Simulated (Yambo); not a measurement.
Yambo run on RbIO3 (space group R3m, No. 160). The wavefunctions come from this Quantum ESPRESSO step (PBEsol, PseudoDojo standard norm-conserving files, fully relativistic):

```
&CONTROL
  calculation = 'nscf'
  pseudo_dir = './pseudo'
  outdir = './out'
/
&SYSTEM
  ibrav = 0
  nat = 5
  ntyp = 3
  ecutwfc = 84.0
  ecutrho = 336.0
  occupations = 'fixed'
  force_symmorphic = .true.
  nbnd = 269
  noncolin = .true.
  lspinorb = .true.
/
&ELECTRONS
  conv_thr = 5e-09
  diago_full_acc = .true.
  diago_thr_init = 1e-08
/
ATOMIC_SPECIES
O 15.9990 O.upf
Rb 85.4678 Rb.upf
I 126.9045 I.upf
CELL_PARAMETERS angstrom
  3.187730147000   1.840436859000   2.622110000000
 -3.187730147000   1.840436859000   2.622110000000
  0.000000000000  -3.680873717000   2.622110000000
ATOMIC_POSITIONS crystal
O   0.036530000000   0.601940000000   0.036530000000
O   0.036530000000   0.036530000000   0.601940000000
O   0.601940000000   0.036530000000   0.036530000000
Rb   0.515640000000   0.515640000000   0.515640000000
I   0.001050000000   0.001050000000   0.001050000000
K_POINTS automatic
2 2 2 0 0 0
```

Yambo input:

```
rim_cut
gw0
dyson
el_el_corr
HF_and_locXC
ppa
em1d
RandQpts= 1000000
RandGvec= 1 Ry
EXXRLvcs= 84 Ry
VXCRLvcs= 336 Ry
Chimod= "HARTREE"
% BndsRnXp
 1 | 268 |
%
NGsBlkXp= 7 Ry
% LongDrXp
 1.0 | 1.0 | 1.0 |
%
PPAPntXp= 27.2114 eV
% GbndRnge
 1 | 268 |
%
GTermKind= "BG"
DysSolver= "n"
ExtendOut
% QPkrange
 1 | 1 | 34 | 35 |
 2 | 2 | 34 | 35 |
 3 | 3 | 34 | 35 |
 4 | 4 | 32 | 36 |
%
```

k points by index: 1 = Γ, 2 = L, 3 = F, 4 = Z.

Table of the .qp output:

```
#    K-point    Band    Eo [eV]    E [eV]    E-Eo [eV]    Vxc [eV]    Vnlxc [eV]    Sc|Eo [eV]    Sc|E [eV]    dSc/dw|Eo [eV]    Re(Z)    Im(Z)
#
    1    34    -1.034597    -1.852156    -0.817559    -18.59041    -24.22557    4.574956    4.817603    -8.074690    0.771162    -0.001441
    1    35    5.445020    6.202114    0.757094    -10.13566    -5.636592    -3.602450    -3.741977    -5.014183    0.844402    -0.001041
    2    34    -0.998588    -1.772041    -0.773453    -17.88554    -22.51164    3.636725    3.852644    -7.595130    0.781788    -0.001369
    2    35    4.227782    5.392825    1.165043    -15.30926    -10.85606    -3.010288    -3.288160    -6.489614    0.807434    -0.001224
    3    34    -0.461550    -1.212734    -0.751185    -17.68433    -21.73980    3.104441    3.304286    -7.238269    0.789886    -0.001301
    3    35    3.373900    4.433165    1.059265    -14.51725    -10.31853    -2.893534    -3.139461    -6.317099    0.811588    -0.001196
    4    32    -0.504432    -1.233182    -0.728750    -19.40193    -24.85959    4.512651    4.728907    -8.073331    0.771192    -0.001415
    4    33    -0.13595E-13    -0.790560    -0.790560    -16.99985    -20.81816    2.824621    3.027747    -6.990757    0.795603    -0.001267
    4    34    0.000000    -0.790571    -0.790571    -16.99985    -20.81818    2.824629    3.027757    -6.990759    0.795603    -0.001267
    4    35    2.593773    3.566437    0.972664    -13.98116    -10.07049    -2.717752    -2.938007    -6.161374    0.815375    -0.001170
    4    36    2.593773    3.566427    0.972654    -13.98116    -10.07051    -2.717747    -2.937999    -6.161373    0.815375    -0.001170
```
(The two width columns are left out.) Convergence of these settings isn't established.

Geometry of the Materials Project entry, not relaxed at this level.

The structure is a Materials Project entry; no match was found in the copy of COD used, and its stability was not checked.
